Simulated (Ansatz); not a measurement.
ZrCo6Ge6:
```
CELL_PARAMETERS angstrom
      5.02316     0.00000     0.00000
     -2.51158     4.35018     0.00000
      0.00000     0.00000     7.67921
ATOMIC_POSITIONS crystal
  Ge 0.33333 0.66667 0.00000
  Ge 0.66667 0.33333 0.00000
  Ge 0.00000 0.00000 0.34034
  Ge 0.00000 0.00000 0.65966
  Zr 0.00000 0.00000 0.00000
  Co 0.50000 0.00000 0.25041
  Co 0.50000 0.50000 0.25041
  Co 0.00000 0.50000 0.25041
  Co 0.00000 0.50000 0.74959
  Co 0.50000 0.50000 0.74959
  Co 0.50000 0.00000 0.74959
  Ge 0.33333 0.66667 0.50000
  Ge 0.66667 0.33333 0.50000
```

Relaxed with r²SCAN.

### Question
Map the valence electron density (e/Å³), cut off at 3 on the plane through (0.333, 0.667, 0.000) spanned by u = [0, 0, 1] and v = [1, -1, 0] in lattice vectors, from r²SCAN in the plane-wave PAW code Ansatz.

### Answer
x is the fraction of u, y of v (the angle between them is 90°; rows are the nearest grid lines); atoms in the plane: Ge at (0.00, 0.00), Ge at (0.00, 0.33), Ge at (0.34, 0.67), Ge at (0.66, 0.67), Zr at (0.00, 0.67), Co at (0.25, 0.17), Co at (0.75, 0.17), Ge at (0.50, 0.00), Ge at (0.50, 0.33).
```
|999621000000001269999962100000000126999|
|997211000000001127999721100000000112799|
|432110000000000112343211000000000011234|
|000000000000000000000000000000000000000|
|000000000000000000000000000000000000000|
|211000000001110000000000011100000000112|
|654200000011232110000011232110000002456|
|999831001149999941111149999941100138999|
|999941001269999952111259999962100149999|
|997310000113686311000113686311000013799|
|442100000011121100000001121110000001244|
|000000000000000000000000000000000000000|
|000000000000000000000000000000000000000|
|211100000000000001111100000000000001112|
|863110000000000113686311000000000011368|
|999521000000001269999962100000000125999|
|999411000000001149999941100000000114999|
|321111123553211111232111112355321111123|
|110001259999521001111100125999952100011|
|000001599999961000000000169999995100000|
|000001399999931000000000139999993100000|
|432111112332111112343211111233211111234|
|997211000110001127999721100011000112799|
|999621000000001269999962100000000126999|
```
Scale: ten equal steps from 0.125 (start of '0') to 3.00 (end of '9'), in the order '0123456789'; x runs from 0.000 to 1.00, y from 0.000 (bottom) to 1.00 (top).

The density is the valence pseudo-density with augmentation charge, so density and ELF within about 1 Å of a nucleus are not all-electron values.

Space group P6/mmm. The workflow started from an entry of the Crystallography Open Database (COD). Its standing as an ambient phase is unchecked. The cell was relaxed with r²SCAN under the symmetry of its start; whether a distortion lowers the energy is not shown. The workflow began spin-polarised and lost its moments.

Potentials: the later of the program's two PAW sets.
